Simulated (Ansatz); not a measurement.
# Eigenvalues along a path: TaRu

```yaml
crystal:
  lattice:
    - [2.95098, 0.00000, 0.00000]
    - [0.00000, 2.95098, 0.00000]
    - [0.00000, 0.00000, 2.95098]
  atoms:
    - { symbol: Ta, position: [0.50000, 0.50000, 0.50000] }
    - { symbol: Ru, position: [0.00000, 0.00000, 0.00000] }
```

The base volume is that of a database entry, with shape and atoms relaxed on PAW files at held volume, so it needn't be at zero pressure; the structure needn't be the stable phase, at rest or compressed.

Computed with Ansatz 0.2.0; functional LDA, scalar-relativistic. Settings: a Γ-centred 11×11×11 k mesh, Fermi–Dirac smearing of 0.05 eV, no spin polarisation. Methods: LAPW: all electrons, basis error target 1 meV/atom.

This run: volume at 0.8 of the series' base cell.

Spin–orbit coupling is left out, which matters for the heavy atoms.

Path points, in fractions of the reciprocal vectors: Γ (0.000, 0.000, 0.000), X (0.000, 0.500, 0.000), M (0.500, 0.500, 0.000), R (0.500, 0.500, 0.500). The distance column jumps between branches of the path. Levels in eV from the Fermi level; bands 25 to 43, counted from the lowest band of the run. The gap is zero, the pressure 66.9 GPa.

```
# k(1/Å) point b25 b26 b27 b28 b29 b30 b31 b32 b33 b34 b35 b36 b37 b38 b39 b40 b41 b42 b43
0.000 Γ -20.00 -20.00 -20.00 -19.98 -19.97 -19.97 -19.97 -9.97 -7.97 -7.97 -3.18 -3.18 -3.18 1.16 1.16 5.35 5.35 5.35 9.72
0.177 - -20.00 -20.00 -20.00 -19.98 -19.98 -19.97 -19.97 -9.77 -7.88 -7.79 -3.20 -3.20 -3.11 0.89 1.26 4.61 4.61 5.18 9.21
0.355 - -20.00 -19.99 -19.99 -19.99 -19.99 -19.97 -19.97 -9.19 -7.59 -7.29 -3.22 -3.22 -2.92 0.16 1.53 3.23 3.23 4.73 8.01
0.532 - -20.01 -20.00 -19.99 -19.99 -19.99 -19.97 -19.97 -8.32 -7.12 -6.57 -3.22 -3.22 -2.62 -0.86 1.85 1.89 1.89 4.09 6.69
0.710 - -20.01 -20.01 -19.99 -19.99 -19.99 -19.96 -19.96 -7.30 -6.50 -5.83 -3.17 -3.17 -2.26 -1.98 0.78 0.78 1.97 3.42 5.83
0.887 - -20.02 -20.02 -19.99 -19.99 -19.99 -19.96 -19.96 -6.33 -5.80 -5.37 -3.07 -3.07 -3.01 -1.95 0.01 0.01 1.70 2.89 5.69
1.065 X -20.02 -20.02 -20.00 -19.99 -19.99 -19.96 -19.96 -5.82 -5.37 -5.30 -3.55 -3.02 -3.02 -1.83 -0.27 -0.27 1.49 2.69 5.79
1.242 - -20.02 -20.01 -20.00 -19.99 -19.99 -19.96 -19.96 -5.93 -5.55 -5.14 -3.78 -3.26 -2.51 -2.32 -0.26 0.55 1.71 2.97 5.83
1.419 - -20.02 -20.01 -20.00 -19.99 -19.98 -19.97 -19.96 -6.38 -6.07 -4.55 -3.82 -3.50 -3.34 -1.26 -0.22 1.89 2.18 3.66 5.94
1.597 - -20.02 -20.00 -20.00 -19.99 -19.98 -19.97 -19.96 -6.95 -6.68 -4.46 -4.34 -3.61 -2.23 -0.15 -0.13 2.54 3.29 4.47 5.99
1.774 - -20.01 -20.01 -19.99 -19.99 -19.98 -19.97 -19.96 -7.45 -7.22 -5.01 -4.97 -2.42 -0.76 -0.03 0.90 2.50 4.55 5.18 5.85
1.952 - -20.01 -20.01 -19.99 -19.98 -19.98 -19.96 -19.96 -7.77 -7.58 -5.36 -5.35 -1.13 0.08 0.67 1.71 1.94 5.48 5.49 5.67
2.129 M -20.01 -20.01 -19.99 -19.98 -19.98 -19.96 -19.96 -7.88 -7.70 -5.49 -5.49 -0.41 0.22 1.36 1.36 2.02 5.25 5.84 5.84
2.380 - -20.01 -20.01 -19.99 -19.98 -19.98 -19.97 -19.96 -7.69 -7.44 -5.35 -5.11 -1.59 -0.54 0.92 1.53 1.71 4.93 5.78 5.83
2.631 - -20.01 -20.00 -19.99 -19.99 -19.98 -19.97 -19.96 -7.39 -6.82 -4.98 -4.07 -3.49 -2.11 -0.13 0.88 1.67 3.06 5.63 7.21
2.882 - -20.01 -20.00 -19.99 -19.99 -19.99 -19.98 -19.97 -7.55 -6.63 -5.29 -4.44 -3.24 -2.72 -0.22 0.52 1.42 1.48 5.47 8.57
3.133 - -20.00 -20.00 -19.99 -19.99 -19.98 -19.98 -19.97 -8.55 -7.15 -6.73 -3.84 -3.36 -2.32 0.36 1.25 1.60 1.77 5.36 9.38
3.384 - -20.00 -20.00 -19.99 -19.98 -19.98 -19.98 -19.97 -9.57 -7.74 -7.65 -3.36 -3.22 -2.90 0.85 1.18 3.84 3.94 5.34 9.67
3.635 Γ -20.00 -20.00 -20.00 -19.98 -19.97 -19.97 -19.97 -9.97 -7.97 -7.97 -3.18 -3.18 -3.18 1.16 1.16 5.35 5.35 5.35 9.72
3.942 - -20.00 -20.00 -19.99 -19.98 -19.98 -19.98 -19.98 -9.38 -7.56 -7.56 -3.39 -3.39 -2.70 0.97 0.97 2.79 4.61 4.61 10.60
4.249 - -19.99 -19.99 -19.99 -19.99 -19.98 -19.98 -19.98 -7.91 -6.46 -6.46 -4.01 -4.01 -2.65 0.88 0.90 0.90 3.32 3.32 11.62
4.557 - -19.99 -19.99 -19.99 -19.99 -19.99 -19.99 -19.98 -6.16 -5.09 -5.09 -4.70 -4.66 -4.66 1.27 1.27 2.37 2.37 3.33 11.47
4.864 - -19.99 -19.99 -19.99 -19.99 -19.98 -19.98 -19.97 -6.00 -5.01 -5.01 -4.26 -3.95 -3.95 0.75 0.75 3.18 3.18 6.71 11.28
5.171 - -20.00 -20.00 -20.00 -20.00 -19.97 -19.97 -19.97 -5.52 -4.81 -4.81 -3.61 -3.61 -3.40 0.01 0.01 4.74 4.74 9.17 10.05
5.479 R -20.00 -20.00 -20.00 -20.00 -19.97 -19.97 -19.97 -4.50 -4.50 -4.50 -3.75 -3.75 -3.75 -0.29 -0.29 5.53 5.53 8.83 10.20
5.730 - -20.00 -20.00 -20.00 -20.00 -19.97 -19.97 -19.97 -5.19 -5.06 -4.55 -4.02 -3.45 -3.13 -0.19 -0.02 4.77 5.25 9.53 9.82
5.981 - -20.00 -20.00 -19.99 -19.99 -19.98 -19.97 -19.97 -5.94 -5.71 -4.65 -4.53 -3.35 -2.62 0.07 0.41 3.12 4.72 9.12 9.28
6.231 - -20.01 -19.99 -19.99 -19.99 -19.99 -19.97 -19.97 -6.31 -5.92 -4.99 -4.70 -3.51 -2.59 0.39 0.55 1.25 4.42 6.93 8.02
6.482 - -20.01 -20.00 -19.99 -19.99 -19.99 -19.97 -19.97 -6.25 -5.67 -5.26 -4.56 -3.51 -2.84 -0.53 0.30 0.64 4.08 4.47 6.58
6.733 - -20.02 -20.01 -19.99 -19.99 -19.99 -19.96 -19.96 -5.97 -5.37 -5.36 -4.13 -3.00 -2.83 -2.05 -0.09 0.56 2.22 3.22 5.91
6.984 X -20.02 -20.02 -20.00 -19.99 -19.99 -19.96 -19.96 -5.82 -5.37 -5.30 -3.55 -3.02 -3.02 -1.83 -0.27 -0.27 1.49 2.69 5.79
8.490 R -20.00 -20.00 -20.00 -20.00 -19.97 -19.97 -19.97 -4.50 -4.50 -4.50 -3.75 -3.75 -3.75 -0.29 -0.29 5.53 5.53 8.83 10.20
8.667 - -20.00 -20.00 -20.00 -19.99 -19.97 -19.97 -19.97 -4.79 -4.79 -4.74 -4.18 -3.28 -3.28 -0.29 -0.12 5.03 5.51 9.19 10.09
8.845 - -20.00 -20.00 -20.00 -19.99 -19.97 -19.97 -19.97 -5.39 -5.12 -5.12 -5.12 -2.40 -2.40 -0.32 0.13 4.05 5.46 10.17 10.26
9.022 - -20.00 -20.00 -19.99 -19.98 -19.98 -19.98 -19.97 -6.26 -6.13 -5.33 -5.33 -1.34 -1.34 -0.35 0.25 3.15 5.39 8.95 8.95
9.200 - -20.01 -20.01 -19.99 -19.98 -19.98 -19.97 -19.96 -7.08 -6.97 -5.44 -5.44 -0.38 -0.20 -0.20 0.26 2.51 5.32 7.58 7.58
9.377 - -20.01 -20.01 -19.99 -19.98 -19.98 -19.96 -19.96 -7.67 -7.51 -5.48 -5.48 -0.40 0.23 0.86 0.86 2.14 5.27 6.39 6.39
9.554 M -20.01 -20.01 -19.99 -19.98 -19.98 -19.96 -19.96 -7.88 -7.70 -5.49 -5.49 -0.41 0.22 1.36 1.36 2.02 5.25 5.84 5.84
```
